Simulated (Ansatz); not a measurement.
FeCo in space group Fd-3m (No. 227; Fe on 8b, Co on 8a) under volume change, the program Ansatz at the PBEsol level (PAW), scaled uniformly.

```csv
V (Å³/atom),E − E(relaxed) (meV/atom),P (GPa)
9.931,71.9,25.26
10.259,30.4,15.62
10.586,[?],[?]
10.913,0.0,0.00
11.241,6.5,-6.14
11.568,[?],[?]
11.896,51.8,-15.50
```

Some entries are withheld; supply them.


- 11.568, E − E(relaxed) (meV/atom): 24.4
- 11.568, P (GPa): -11.25
- 10.586, E − E(relaxed) (meV/atom): 7.2
- 10.586, P (GPa): 7.26

What does a third-order Birch–Murnaghan fit give for V₀, B₀ and B′?

V₀ = 10.92 Å³/atom, B₀ = 218 GPa, B′ = 4.3.

The cell is a constructed one: a structure type filled with these elements; neither database checked (COD, Materials Project) lists it. It is not the phase usual at ambient conditions (space group No. 221). The cell was relaxed with PBEsol under the symmetry of its start; its stability against distortions is not shown here. Magnetic state: ferromagnetic, chosen from 5 collinear starts compared on coarse meshes (ties went to the first, and starts can fall back to one state), not a proven ground state.

Potentials: the earlier of the program's two PAW sets. The files were generated under PBE; for other functionals the program regenerates the frozen cores, and for LDA and PBEsol the local potential too.
